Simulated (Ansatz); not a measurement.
# What a change of settings does: NaAg (NaTl type)

First run: DFT, PBEsol, PAW with Ansatz's default frozen-core files, scalar-relativistic (Ansatz 0.2.0).

Command: `ansatz run input.yaml --threads 1 --pin off --max-ram 3072MiB --backend cpu --events-out ev --progress --plain --runs-dir out` It took 28 s on 1 thread of Intel(R) Xeon(R) Platinum 8259CL CPU @ 2.50GHz (Skylake/Cascade Lake), on a shared host, peak memory 0.48 GiB.

```yaml
crystal:
  lattice:
    - [0.0, 3.7074667818, 3.7074667818]
    - [3.7074667818, 0.0, 3.7074667818]
    - [3.7074667818, 3.7074667818, 0.0]
  atoms:
    - { symbol: Na, position: [0.125, 0.125, 0.125] }
    - { symbol: Na, position: [-0.125, -0.125, -0.125] }
    - { symbol: Ag, position: [0.375, 0.375, 0.375] }
    - { symbol: Ag, position: [-0.375, -0.375, -0.375] }
kpoints:
  mp_grid: { grid: [9, 9, 9] }
scf:
  occupations: { method: fermi_dirac, width: 0.05 }
hamiltonian:
  xc: pbesol
  pseudopotentials: { kind: paw }
output:
  forces: true
  stress: true
relax:
  f_tol: 0.005
  max_steps: 50
  cell: {}
```

The start is a guessed cell of a prototype that needn't be stable.

This run: cell and atoms relaxed.

It converges in 41 SCF iterations over all geometries at a pressure of -0.02 GPa, ending at 20.38 Å³/atom, cutoff 420 eV.

The input is then changed:

```diff
   occupations: { method: fermi_dirac, width: 0.05 }
+  convergence: { dr2_threshold: 1.0e-11 }
 hamiltonian:
```

**Question.** Predict the outcome of the changed run.

**Answer.** It converges in 55 SCF iterations over all geometries at a pressure of -0.02 GPa, ending at 20.38 Å³/atom, cutoff 420 eV, free energy 0.0 meV/atom against the first run's.
